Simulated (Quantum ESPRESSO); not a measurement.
```
K2S
1.0
    0.00000     3.74052     3.74052
    3.74052     0.00000     3.74052
    3.74052     3.74052     0.00000
S K
1 2
Direct
  0.00000   0.00000   0.00000
  0.75000   0.75000   0.75000
  0.25000   0.25000   0.25000
```

The PBEsol cell relaxed from Materials Project entry mp-1022 was given an isotropic strain of +2 % on all lattice vectors, and the atoms were relaxed again.

Task: What does norm-conserving PBEsol (Quantum ESPRESSO, 74 Ry, scalar-relativistic) give for the electronic structure near the Fermi level?

Result: The PBEsol gap is indirect, 2.21 eV, from X to Γ; the smallest direct gap is 2.38 eV. Another valence extremum on the path lies within 0.02 eV, too close to call.
